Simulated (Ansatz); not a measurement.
The start is a randomly generated symmetric cell of Te2Mo (space group No. 64). The cell and all atomic positions are relaxed at zero pressure with PBE (plane waves to 420 eV, PAW, scalar-relativistic; Ansatz, a quantum-chemistry and plane-wave program). First-step values are on the input's coarse k-mesh.

Ansatz input (later rounds restart from its end on a renewed k-mesh):
Ansatz 0.2 input:
```yaml
crystal:
  lattice:
    - [3.33127, -4.4583328, 0]
    - [3.33127, 4.4583328, 0]
    - [0, 0, 7.450098]
  atoms:
    - { symbol: Mo, position: [0, 0, 0] }
    - { symbol: Mo, position: [0.5, 0.5, 0.5] }
    - { symbol: Te, position: [0.04763532, 0.45236468, 0.25] }
    - { symbol: Te, position: [0.45236468, 0.04763532, 0.75] }
    - { symbol: Te, position: [0.95236468, 0.54763532, 0.75] }
    - { symbol: Te, position: [0.54763532, 0.95236468, 0.25] }
basis: { ecutwfc: 420, ecutrho_ratio: 4, xc_grid: 2, fft_grid_basis: typed }
kpoints: { mp_grid: { grid: [5, 5, 3] } }
hamiltonian:
  xc: pbe
  dispersion: none
  pseudopotentials: { azcp: { folder: ./paw }, kind: paw }
scf: { occupations: { method: fermi_dirac, width: 0.05 } }
relax: { f_tol: 0.01, max_steps: 100, cell: { stress_tol: 0.02 } }
output: { forces: true, stress: true }
```

- Initial pressure: -12 GPa (negative: the cell is under tension)
- Largest initial force: about 0.5 eV/Å, on Te3, Te4, Te5, Te6 (atoms numbered as listed)
- Outcome: The space group goes from Cmce (No. 64) to Fm-3m (No. 225); the end is AFLOW prototype AB2_cF12_225_a_c (C1, as in CaF2), with 3 atoms in the primitive cell
- Energy released: 0.89 eV/atom
- Volume change: -33.4 %, from 36.88 to 24.56 Å³/atom
- Shortest distances (start → end): The closest pairs of elements (up to four, under 3.6 Å), start → end: Mo–Te 3.08 → 2.88 Å; Te–Te 3.33 → 3.33 Å
- Optimiser moves: 16

The end point of the relaxation:

```cif
data_Mo4Te8
_chemical_formula_sum 'Mo4 Te8'
_space_group_name_H-M_alt 'Fm-3m'
_space_group_IT_number 225
_space_group_name_Hall '-F 4 2 3'
_cell_length_a 6.65472
_cell_length_b 6.65472
_cell_length_c 6.65472
_cell_angle_alpha 90.000
_cell_angle_beta 90.000
_cell_angle_gamma 90.000
loop_
_atom_site_label
_atom_site_type_symbol
_atom_site_symmetry_multiplicity
_atom_site_Wyckoff_symbol
_atom_site_fract_x
_atom_site_fract_y
_atom_site_fract_z
_atom_site_occupancy
Mo1 Mo 4 a 0.00000 0.00000 0.00000 1
Te1 Te 8 c 0.25000 0.25000 0.25000 1
```
(The calculation used a cell of 3 atoms; values per cell refer to that cell.)

Final values are on a 12×12×12 k-mesh of the relaxed cell. No spin polarisation in the result. A magnetic state may lie lower.

The run could not lose the symmetry of its start; a randomly shaken copy of 6 atoms returns to this structure.

The relaxed structure here is a generated cell of Te2Mo: the first start was made by a random draw of sites in a space group, and the end was not matched to a known phase here, so it may be hypothetical. Known forms of Te2Mo include space group No. 194.
